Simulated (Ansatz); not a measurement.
A geometry of Mo2C away from equilibrium: the start of the relaxation of a relaxed Mo2C cell displaced along its unstable phonon at q = Γ (217i cm⁻¹), largest move 0.15 Å. Level of theory: PBE (plane waves to 420 eV, PAW, scalar-relativistic; Ansatz, an electronic-structure program). Γ-centred k-mesh 8×8×5 on the run's cell (coarser than for final values), Fermi–Dirac smearing 0.05 eV.

```xyz
9
Lattice="4.5437 0.0000 0.0000 -2.2719 3.9350 0.0000 0.0000 0.0000 6.2596" Properties=species:S:1:pos:R:3:forces:R:3 pbc="T T T" free_energy=-30480.135 pressure_GPa=0.6
C      2.4219     0.0000     0.0000    0.2941    0.0000    0.0000
C      1.0609     1.8376     2.0865   -0.1471   -0.2547    0.0000
C      3.3328     2.0974     4.1731   -0.1471    0.2547    0.0000
Mo    -0.0120     1.3859    -0.0022   -0.2091   -0.0178   -0.0038
Mo     3.3496     0.7033     2.0887    0.1200    0.1721    0.0038
Mo     1.0777     3.2316     4.1709    0.1200   -0.1721   -0.0038
Mo     2.2598     2.5491     0.0022   -0.2091    0.0178    0.0038
Mo    -1.0657     3.2525     2.0844    0.0891    0.1900   -0.0038
Mo     1.2062     0.6825     4.1753    0.0891   -0.1900    0.0038
```

Positions in Å, forces in eV/Å, free energy of the cell in eV (comparable only within this code, potentials and settings). Largest force: 0.29 eV/Å, on C1, C2, C3 (atoms numbered as listed); the geometry lies 0.62 eV/atom above the end of its relaxation.

No spin polarisation in the result.

The run could not lose the symmetry of its start, so the end can be a saddle point.

The end of the path is a generated cell of Mo2C: the first start was made by placing the elements on the sites of a structure type, and the end was not matched to a known phase here, so it may be hypothetical.
